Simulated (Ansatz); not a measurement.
# Rb2Ba8LiSb6O2, one structure, two calculations

Cell: a computed structure from the Materials Project (it need not be an observed phase), taken as it stands.

Space group Fmm2 (No. 42); a = 12.8107, b = 17.0136, c = 13.1686 Å.

```
site  Wyckoff  site symmetry       x       y       z
  Rb       8d            .m.  0.2450  0.5000  0.7444
 Ba3      16e              1  0.6546  0.3519  0.5039
 Ba6       8c            m..  0.5000  0.8257  0.3463
 Ba8       8c            m..  0.5000  0.8481  0.6515
  Li       4a            mm2  0.5000  0.5000  0.8215
Sb12       8d            .m.  0.8859  0.5000  0.4919
Sb13       4a            mm2  0.5000  0.5000  0.3699
Sb15       4a            mm2  0.5000  0.5000  0.6233
Sb16       8b            ..2  0.2500  0.2500  0.2494
   O       8c            m..  0.5000  0.7450  0.5050
```

One atom of each set is listed; the run and its k-mesh use a cell of 19 atoms with edges of 10.76, 9.19, 10.65 Å.

First run. Computed with Ansatz: DFT, PBE, plane waves and PAW, scalar-relativistic, 420 eV cutoff, Γ-centred 4×4×4 k-points, Fermi–Dirac smearing 0.05 eV.

```json
{"site": "Rb", "V_zz (10²¹ V/m²)": "-4.36", "η": "0.92"}
{"site": "Ba3", "V_zz (10²¹ V/m²)": "-6.80", "η": "0.35"}
{"site": "Ba6", "V_zz (10²¹ V/m²)": "12.19", "η": "0.44"}
{"site": "Ba8", "V_zz (10²¹ V/m²)": "-10.68", "η": "0.49"}
{"site": "Li", "V_zz (10²¹ V/m²)": "0.40", "η": "0.33"}
{"site": "Sb12", "V_zz (10²¹ V/m²)": "43.9", "η": "0.15"}
{"site": "Sb13", "V_zz (10²¹ V/m²)": "31.8", "η": "0.27"}
{"site": "Sb15", "V_zz (10²¹ V/m²)": "23.6", "η": "0.38"}
{"site": "Sb16", "V_zz (10²¹ V/m²)": "-4.61", "η": "0.04"}
{"site": "O", "V_zz (10²¹ V/m²)": "-0.56", "η": "0.25"}
```

Second run. The same atoms and settings, except that the functional is r2SCAN and the cutoff is 500 eV.

**Question.** What does the second run give?

**Answer.** 

```csv
site,V_zz,η,change of V_zz
Rb,-4.77,0.93,-0.41
Ba3,-6.99,0.36,-0.19
Ba6,12.50,0.43,+0.31
Ba8,-11.00,0.49,-0.32
Li,0.41,0.40,+0.01
Sb12,45.6,0.16,+1.66
Sb13,32.1,0.29,+0.33
Sb15,23.8,0.39,+0.19
Sb16,-4.45,0.11,+0.16
O,-0.58,0.04,-0.02
```

The largest change of V_zz is on Sb12, from 43.9 to 45.6. In per cent, |V_zz| changes by +9 on Rb, +3 on Ba, -4 to +4 on Sb (all sites that start above 2). Where |V_zz| stays above 0.1, η moves most on O, from 0.25 to 0.04.

The run finds no gap above 0.1 eV (a metal, or nearly one), so the gradients can move by 10 % or more with the k-mesh. Without spin–orbit coupling (the program notes it for Ba, Rb and Sb) the gradients can shift somewhat, as the gap is small. With these PAW files V_zz is typically within 2 to 3 % of all-electron values, but misses above 10 % occur on Li, Sb.
